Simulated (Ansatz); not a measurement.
Data:

NbRu:
Space group Fm-3m (No. 225); a = b = c = 5.134 Å, α = β = γ = 90.00°

```json
[
 {"atom": "Ru", "site": "4a", "symmetry": "m-3m", "x": "0.0000", "y": "0.0000", "z": "0.0000"},
 {"atom": "Nb", "site": "4b", "symmetry": "m-3m", "x": "0.5000", "y": "0.5000", "z": "0.5000"}
]
```
(The calculation used a cell of 2 atoms; values per cell refer to that cell.)

This is the PBEsol-relaxed structure.

**Question.** All from plane-wave PAW PBEsol (Ansatz code), unless another level is named. Estimate the bulk modulus (Birch–Murnaghan fit).

**Answer.** 206 GPa.

**Question.** What about the highest zone-centre frequency?

**Answer.** 189 cm⁻¹.

The start of the workflow was typed in or built on a structure type; neither database checked (COD, Materials Project) lists it. COD files the formula under space group No. 123, 221. Its standing as an ambient phase is unchecked. The PBEsol relaxation kept the symmetry of its start. At this level the phase is mechanically unstable. No spin polarisation was allowed. Its formation energy is positive at this level, so the cell may be metastable or incomplete. As this level gives no gap, phonon frequencies hold no LO–TO term and depend on the k-mesh and smearing (Fermi–Dirac, 0.1 eV here).

Potentials: the earlier of the program's two PAW sets. The files were generated under PBE; for other functionals the program regenerates the frozen cores, and for LDA and PBEsol the local potential too.
